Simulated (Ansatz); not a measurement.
# Al6Co5Ni (P4/mmm) at 2 levels of theory

One geometry, relaxed with PBE; plane waves with PAW potentials in Ansatz, scalar-relativistic. Collinear spin, ending at 0.8 μB a primitive cell. Gaps are the least over mesh and band path; pressure is positive in compression.

```cif
data_structure
_symmetry_space_group_name_H-M 'P4/mmm'
_symmetry_Int_Tables_number 123
_cell_length_a 4.0335
_cell_length_b 4.0335
_cell_length_c 8.6331
_cell_angle_alpha 90.000
_cell_angle_beta 90.000
_cell_angle_gamma 90.000
_cell_volume 140.45
loop_
_atom_site_label
_atom_site_type_symbol
_atom_site_symmetry_multiplicity
_atom_site_Wyckoff_symbol
_atom_site_fract_x
_atom_site_fract_y
_atom_site_fract_z
_atom_site_occupancy
Al1 Al 4 i 0.00000 0.50000 0.83168 1
Al2 Al 2 e 0.00000 0.50000 0.50000 1
Co1 Co 2 g 0.00000 0.00000 0.66608 1
Co2 Co 2 h 0.50000 0.50000 0.66711 1
Co3 Co 1 c 0.50000 0.50000 0.00000 1
Ni1 Ni 1 a 0.00000 0.00000 0.00000 1
```

```tsv
level	cutoff (eV)	k mesh	gap (eV)	pressure (GPa)	largest moment (μB)
PBE	420	10×10×6	0	0.0	0.39
```

**Question.** What comes out on the same cell with LDA?

**Answer.**
| level | cutoff (eV) | k mesh | gap (eV) | pressure (GPa) | largest moment (μB) |
| --- | --- | --- | --- | --- | --- |
| LDA | 420 | 10×10×6 | 0 | -11.2 | 0.00 |

It was reached by relaxing an invented guess, and it needn't be the stable form of this composition.
